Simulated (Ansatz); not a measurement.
KZnF$_{3}$ (cubic perovskite, space group No. 221), r²SCAN in the plane-wave PAW code Ansatz: ε∞ = 2.27, cell volume 66.25 Å³. Infrared-active transverse modes:

```
ω_TO (cm⁻¹)  oscillator strength S_xx (e²/amu)
-----------  ---------------------------------
131.9                                  0.04916
190.2                                   0.1663
425.5                                   0.1368
```

Question: Compute the static dielectric constant.

Answer: Each mode adds (4.921e7/V) S/ω²: 2.10, 3.41, 0.56. So ε0 = 8.34.

Space group Pm-3m (cubic perovskite). Symmetry was held in the r²SCAN relaxation; phonons on a q-mesh show no instability.

Potentials: the later of the program's two PAW sets.
